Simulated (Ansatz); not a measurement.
A plane-wave DFT run in Ansatz 0.2.0 (scalar-relativistic PAW potentials unless the input names others): input and command.

```yaml
crystal:
  lattice:
    - [5.1024560164, 0.0, 0.0]
    - [0.0, 5.1024560164, 0.0]
    - [0.0, 0.0, 5.1024560164]
  atoms:
    - { symbol: Sr, position: [0.0, 0.5, 0.5] }
    - { symbol: Sr, position: [0.5, 0.0, 0.5] }
    - { symbol: Sr, position: [0.5, 0.5, 0.0] }
    - { symbol: P, position: [0.0, 0.0, 0.0] }
basis:
  ecutwfc: 420
  xc_grid: 4
kpoints:
  mp_grid: { grid: [7, 7, 7] }
hamiltonian:
  xc: pbe
scf:
  occupations: { method: gaussian, width: 0.1 }
output:
  forces: true
  eigenvalues: true
  stress: true
relax:
  adjacent_minimum: "off"
  f_tol: 0.01
  max_steps: 80
  cell: { stress_tol: 0.05 }
```

```bash
ansatz run input.yaml --threads 1 --pin off --max-ram 2560MiB --backend cpu --events-out ev --progress --plain --runs-dir out
```

Abridged log:
```
The last accepted step is kept in <dir> (removed where the run ends without a failure and the disk answers)
Pseudopotentials: kind: paw
Pseudopotential: Sr, paw, valence charge 10, recommended cutoff 420 eV (normal)
Pseudopotential: P, paw, valence charge 5, recommended cutoff 420 eV (normal)
Functional definition: PBE
Crystal: 4 atoms, lattice volume = 132.843 Å³
Basis set: ecut = 420 eV, 2553 PW (Γ), exchange–correlation on 144×144×144 points (64 copies of the dense FFT grid, shifted against one another)
Bands: 22, of which v1, the nominal top of the filled ones, is band 18 counted from 1 (17 counted from 0)
Symmetry: 48 space group operations
Space group: Pm-3m (ITA 221), of the structure as read, at distance tolerance 5.1e-5 Å
k-points: 20 of 343
Initial density: superposition of atomic densities (neutral atoms: chi_scale 0, normalization atom), corrected by the library's trained network
Initial wavefunctions: pseudopotential atomic-orbital guess
Functional: x = pbe(κ = 0.804, μ = 0.21951497), c = pbe(β = 0.06672455)
SCF iter   1: F=—  HF=-11389.235095 eV  |F-HF|=—  |Δ(HF+E_count)|=         —  Δρ=3.76e-3  dr2=6.73e-2  ethr=1.77e-3  ⟨swp⟩=11.8  Hψ=6512  notcnv=0  defer=1
automatic band count: the SCF goes on with 26 bands, as 22 were too few: the levels above may hold too much charge
SCF iter   2: F=—  HF=-11389.225910 eV  |F-HF|=—  |Δ(HF+E_count)|=   9.19e-3  Δρ=1.90e-3  dr2=1.70e-2  ethr=1.92e-4  ⟨swp⟩=1.6  Hψ=708  notcnv=0  defer=3
SCF iter   3: F=—  HF=-11389.223695 eV  |F-HF|=—  |Δ(HF+E_count)|=   2.22e-3  Δρ=6.71e-4  dr2=1.39e-3  ethr=4.85e-5  ⟨swp⟩=2.0  Hψ=575  notcnv=0  defer=3
SCF iter   4: F=—  HF=-11389.223709 eV  |F-HF|=—  |Δ(HF+E_count)|=   1.43e-5  Δρ=1.15e-4  dr2=2.66e-5  ethr=3.97e-6  ⟨swp⟩=2.4  Hψ=688  notcnv=0  defer=3
SCF iter   5: F=—  HF=-11389.223719 eV  |F-HF|=—  |Δ(HF+E_count)|=   9.54e-6  Δρ=2.87e-5  dr2=9.14e-7  ethr=7.60e-8  ⟨swp⟩=2.7  Hψ=953  notcnv=0  defer=3
SCF iter   6: F=-11389.223719 eV  HF=-11389.223719 eV  |F-HF|=1.08e-9  |Δ(HF+E_count)|=   1.83e-7  Δρ=4.63e-6  dr2=2.68e-8  ethr=2.86e-10  ⟨swp⟩=13.1  Hψ=3440  notcnv=0
SCF 1 converged in 6 iterations: F = -11389.223719 eV  dr2 = 2.68e-8
relax step   1: F+E_penalty+E_count = -11389.22371885 eV  Δ(F+E_penalty+E_count) = +0.000e0 eV  max|allowed force component| = 8.526e-29 eV/Å  Δτ_max = 0.0000 Å  P = +0.268 GPa  Ω = 132.843 Å³  (6 SCF iters, dr2 threshold 1.00e-7 eV, accepted)
Crystal: 4 atoms, lattice volume = 133.823 Å³
Basis set: ecut = 420 eV, 2601 PW (Γ), exchange–correlation on 144×144×144 points (64 copies of the dense FFT grid, shifted against one another)
Bands: 26, of which v1, the nominal top of the filled ones, is band 18 counted from 1 (17 counted from 0)
Initial density: handed on by an earlier stage of this run
Initial wavefunctions: those handed on with the density
SCF iter   1: F=—  HF=-11389.224908 eV  |F-HF|=—  |Δ(HF+E_count)|=         —  Δρ=2.65e-4  dr2=3.34e-4  ethr=9.14e-7  ⟨swp⟩=2.5  Hψ=2975  notcnv=0
SCF iter   2: F=—  HF=-11389.224858 eV  |F-HF|=—  |Δ(HF+E_count)|=   5.00e-5  Δρ=1.44e-4  dr2=1.12e-4  ethr=9.14e-7  ⟨swp⟩=1.6  Hψ=544  notcnv=0
   ...
SCF iter   3: F=—  HF=-11389.225006 eV  |F-HF|=—  |Δ(HF+E_count)|=   1.18e-5  Δρ=2.80e-5  dr2=4.84e-6  ethr=1.26e-7  ⟨swp⟩=2.0  Hψ=566  notcnv=0
SCF iter   4: F=—  HF=-11389.225005 eV  |F-HF|=—  |Δ(HF+E_count)|=   1.80e-6  Δρ=6.62e-6  dr2=9.44e-8  ethr=1.38e-8  ⟨swp⟩=2.2  Hψ=664  notcnv=0
SCF iter   5: F=-11389.225005 eV  HF=-11389.225005 eV  |F-HF|=3.58e-10  |Δ(HF+E_count)|=   5.38e-9  Δρ=1.63e-6  dr2=3.34e-9  ethr=7.56e-11  ⟨swp⟩=8.8  Hψ=2614  notcnv=0
SCF 3 converged in 5 iterations: F = -11389.225005 eV  dr2 = 3.34e-9
relax step   3: F+E_penalty+E_count = -11389.22500460 eV  Δ(F+E_penalty+E_count) = -1.831e-4 eV  max|allowed force component| = 5.391e-30 eV/Å  Δτ_max = 0.0000 Å  P = +0.002 GPa  Ω = 134.441 Å³  energy of the carried Pulay correction = -4.801e-5 eV  (5 SCF iters, dr2 threshold 2.65e-8 eV, accepted)
Initial wavefunctions: pseudopotential atomic-orbital guess (no wavefunctions were taken with the density)
SCF iter   1: F=—  HF=-11389.225060 eV  |F-HF|=—  |Δ(HF+E_count)|=         —  Δρ=5.90e-6  dr2=7.36e-9  ethr=6.36e-8  ⟨swp⟩=5.5  Hψ=5610  notcnv=0
SCF iter   2: F=—  HF=-11389.225056 eV  |F-HF|=—  |Δ(HF+E_count)|=   3.73e-6  Δρ=3.24e-6  dr2=2.73e-9  ethr=2.10e-11  ⟨swp⟩=3.5  Hψ=1155  notcnv=0
SCF iter   3: F=—  HF=-11389.225056 eV  |F-HF|=—  |Δ(HF+E_count)|=   2.12e-8  Δρ=3.35e-7  dr2=1.97e-10  ethr=7.80e-12  ⟨swp⟩=2.5  Hψ=932  notcnv=0
SCF iter   4: F=—  HF=-11389.225056 eV  |F-HF|=—  |Δ(HF+E_count)|=  6.37e-11  Δρ=1.14e-7  dr2=4.61e-11  ethr=1.00e-12  ⟨swp⟩=9.0  Hψ=2617  notcnv=0
SCF iter   5: F=-11389.225056 eV  HF=-11389.225056 eV  |F-HF|=5.46e-12  |Δ(HF+E_count)|=  3.64e-12  Δρ=3.63e-8  dr2=3.11e-12  ethr=1.00e-12  ⟨swp⟩=4.5  Hψ=1641  notcnv=0
SCF 4 converged in 5 iterations: F = -11389.225056 eV  dr2 = 3.11e-12
SCF converged after 5 iterations
Free energy (F): -11389.225056 eV
Harris-Foulkes:  -11389.225056 eV  (|F-HF|=5.46e-12)
Internal energy: -11389.210499 eV  (E = F + TS)
E sigma→0 (E₀):  -11389.217778 eV
Entropy (-TS):   -0.014557 eV (-3.639 meV/atom)
Fermi energy:    8.216372 eV
--- Forces (eV/Å), atoms counted from 1 ---
  atom   1  Sr     0.00000000     0.00000000     0.00000000
  atom   2  Sr     0.00000000     0.00000000     0.00000000
  atom   3  Sr     0.00000000     0.00000000     0.00000000
  atom   4  P      0.00000000     0.00000000     0.00000000
--- Stress (GPa, compression-positive) ---
        0.002870       0.000000       0.000000
        0.000000       0.002870       0.000000
        0.000000       0.000000       0.002870
  P = ⅓ Tr σ = 0.0029 GPa (0.029 kbar)
--- Relaxed structure (3 steps of the walk, 3 accepted, 1 SCFs on fresh bases) ---
  F+E_penalty+E_count = -11389.22505643 eV   max|allowed force component| = 5.415e-30 eV/Å   (the final SCF, on the basis selected at the relaxed cell)
  cell:  # Å, volume = 134.4409 Å³
    - [5.12283641, 0.0, 0.0]
    - [0.0, 5.12283641, 0.0]
    - [0.0, 0.0, 5.12283641]
  atoms:
    - { symbol: Sr, position: [0.0, 0.5, 0.5] }
    - { symbol: Sr, position: [0.5, 0.0, 0.5] }
    - { symbol: Sr, position: [0.5, 0.5, 0.0] }
    - { symbol: P, position: [0.0, 0.0, 0.0] }
```

Apart from outputs and empty bands, the input differs from a reference run on usual settings in basis.xc_grid: not typed → 4; kpoints.mp_grid.grid: [10, 10, 10] → [7, 7, 7]. The reference, at the same start, ended its own course with a relaxed volume of 33.61 Å³/atom, pressure 0.00 GPa, largest force 0.000 eV/Å, no gap on the mesh. This run converged in 21 SCF iterations over all its steps (reference: 21) with an energy at zero smearing 0.84 meV/atom below the reference's, a relaxed volume of 33.61 Å³/atom, pressure 0.00 GPa, largest force 0.000 eV/Å, no gap on the mesh. Its k mesh is looser than usual, yet energy, pressure and forces hardly moved.

Time: 19 s on 1 thread of Arm Neoverse V1, with other jobs on the host, peak memory 0.48 GiB.